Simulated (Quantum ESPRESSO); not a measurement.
Kohn-Sham bands of HgSe (P3₂21)

```
CELL_PARAMETERS angstrom
      4.42168     0.00000     0.00000
     -2.21084     3.82929     0.00000
      0.00000     0.00000     9.90160
ATOMIC_POSITIONS crystal
  Hg 0.00000 0.72188 0.33333
  Hg 0.27812 0.27812 0.00000
  Hg 0.72188 0.00000 0.66667
  Se 0.00000 0.49406 0.83333
  Se 0.50594 0.50594 0.50000
  Se 0.49406 0.00000 0.16667
```

Cell from Materials Project (mp-1018722), symmetrised, no further relaxation. Not found in the COD (Crystallography Open Database) copy used, which has the formula in other groups; not checked further. Computed values, not measurements, from PBEsol: Quantum ESPRESSO (norm-conserving PseudoDojo potentials, cutoff 69 Ry, no spin polarisation, no spin-orbit coupling) on a Γ-centred 4×4×4 mesh, then Wannier90. Density: 12×12×4 mesh, cold smearing 0.01 Ry. The cell is built of weakly bound layers, chains or molecules, whose nearest atoms lie 3.28 Å apart. Database cells relaxed without dispersion often hold them too far apart, which can enlarge gaps and weakens couplings between them; spacing and stacking were not compared with the measured crystal. Spin-orbit coupling is left out although heavy elements are present.

Energies are relative to the valence-band maximum; weights are on the orthonormalised atomic waves of the pseudopotential files, averaged over the group. 108 electrons a cell are treated as valence.

| bands | from (eV) | to (eV) | filling | weight on atomic waves |
|---|---|---|---|---|
| 1–3 | -114.54 | -114.54 | filled | ? |
| 4–12 | -62.92 | -62.76 | filled | ? |
| 13–27 | -47.29 | -47.07 | filled | ? |
| 28–30 | -13.15 | -12.05 | filled | ? |
| 31–45 | -7.49 | -5.59 | filled | ? |
| 46–54 | -4.62 | 0.00 | filled | ? |

Task: Which atomic shells make up each group?

Result: 
- 1–3, weight on atomic waves: Hg 5s 100 %
- 4–12, weight on atomic waves: Hg 5p 100 %
- 13–27, weight on atomic waves: Se 3d 100 %
- 28–30, weight on atomic waves: Se 4s 86 %, Hg 6s 7 %, Hg 5d 6 %
- 31–45, weight on atomic waves: Hg 5d 93 %, Se 4p 5 %
- 46–54, weight on atomic waves: Se 4p 71 %, Hg 6s 16 %, Hg 5d 8 %

The Kohn-Sham gap over both meshes and the path is 1.00 eV.
